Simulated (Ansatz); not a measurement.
TiTe₂ (CdI2 type, P-3m1) at seven volumes, DFT-PBE+D3(BJ) in the program Ansatz with PAW potentials, shape and atoms relaxed at each. One row is withheld.

```json
[
 {"V (Å³/atom)": "22.929", "P (GPa)": "5.24"},
 {"V (Å³/atom)": "23.685", "P (GPa)": "3.12"},
 {"V (Å³/atom)": "24.441", "P (GPa)": "1.36"},
 {"V (Å³/atom)": "25.197", "P (GPa)": "0.00"},
 {"V (Å³/atom)": "25.953", "P (GPa)": "?"},
 {"V (Å³/atom)": "26.709", "P (GPa)": "-1.86"},
 {"V (Å³/atom)": "27.465", "P (GPa)": "-2.40"}
]
```

Problem. Fit the shown pressures and predict the withheld one.

Solution. Third-order Birch–Murnaghan: P = (3/2)B₀(x^(7/2) − x^(5/2))[1 + (3/4)(B′ − 4)(x − 1)] with x = (V₀/V)^(2/3). Least squares on the six rows gives V₀ = 25.206 Å³/atom, B₀ = 39.30 GPa, B′ = 7.48. At V = 25.953, x = 0.9807 and P = -1.03 GPa. The run itself gave -1.10 GPa.

Symmetry was held in the PBE+D3(BJ) relaxation. The run is not spin-polarised. Scalar-relativistic: spin–orbit coupling is off unless named, which matters more the heavier the elements.

Potentials: the later of the program's two PAW sets.
